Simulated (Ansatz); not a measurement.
InSb (zinc blende), relaxed with LDA (Ansatz, a quantum-chemistry and plane-wave program, plane waves, PAW): a = 6.450 Å, b = 6.450 Å, c = 6.450 Å, α = 90.00°, β = 90.00°, γ = 90.00°.

| Property | Value |
|---|---|
| ΔH_f (eV/atom) | -0.09 |
| B₀ by P(V) fit (GPa) | 46.4 |
| K_Hill (GPa) | 46.4 |
| G_Hill (GPa) | 22.1 |
| highest Γ mode, no LO–TO term (cm⁻¹) | 178 |
| Θ_D (K) | 200 |

Question: The same phase is relaxed and computed with PBE in the same code. What are the cell and these values now?

Answer: a = b = c = 6.6350 Å, α = β = γ = 90.00°.

* **ΔH_f (eV/atom)**: -0.13
* **B₀ by P(V) fit (GPa)**: 36.7
* **K_Hill (GPa)**: 36.7
* **G_Hill (GPa)**: 19.4
* **highest Γ mode, no LO–TO term (cm⁻¹)**: 164
* **Θ_D (K)**: 190

All cells were relaxed under the symmetry of their starts (and spin orders); stability against distortions was not tested throughout. Scalar-relativistic: spin–orbit coupling is off unless named, which matters more the heavier the elements.

Potentials: the later of the program's two PAW sets.

Ansatz is a plane-wave DFT program.

Formation energies count from the lowest solids of the elements computed at the same level, not from gases.
